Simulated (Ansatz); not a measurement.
Ta (bcc, W type)

```
CELL_PARAMETERS angstrom
     -3.28193     3.28193     3.28193
      1.64096    -1.64096     1.64096
      1.64096     1.64096    -1.64096
ATOMIC_POSITIONS crystal
  Ta 0.00000 0.00000 0.00000
  Ta 0.50000 0.00000 0.00000
```

In this cell atom 1 (Ta, nearest neighbour Ta at 2.842 Å; its periodic images, 2.8 Å or more away, move with it) is moved by s along Cartesian [110], unit vector (0.707, 0.707, 0.000); all other atoms and the cell stay fixed.

Method: PBEsol (plane waves to 420 eV, PAW, scalar-relativistic; Ansatz, a first-principles code). k mesh 8×16×16 (Γ-centred), Fermi-Dirac smearing 0.05 eV. Energies are smeared free energies. With partly filled bands, energies and forces of such displacements shift with the k mesh and the smearing. Spin-orbit coupling is left out, though Ta is heavy. Ta is run without spin polarisation. Ta was relaxed with its symmetry unable to fall. The PAW data are Ansatz's earlier set. ΔE is measured from the undisplaced structure. The last digit holds for this mesh only.

```tsv
s (Å)	ΔE (meV/cell)
-0.280	232.4
-0.224	148.2
-0.168	82.5
-0.112	36.1
-0.056	8.9
0.000	0.0
0.056	8.9
0.112	36.1
0.168	82.5
0.224	148.2
0.280	232.4
```

**Question.** What force constant k = d²E/ds² at s = 0 does the table give?

**Answer.** 5.7 eV/Å². It is the second difference of the nearest points, corrected with the next pair.

**Question.** With k = 5.65 eV/Å² from the forces, is the well harmonic out to s = 0.280 Å?

**Answer.** ½ks² = 221 meV/cell against the computed 232 meV/cell, so the well is close to harmonic there.

(A displaced cell: forces are minus the slopes of the energy, force constants its curvatures, and phonons follow from these.)
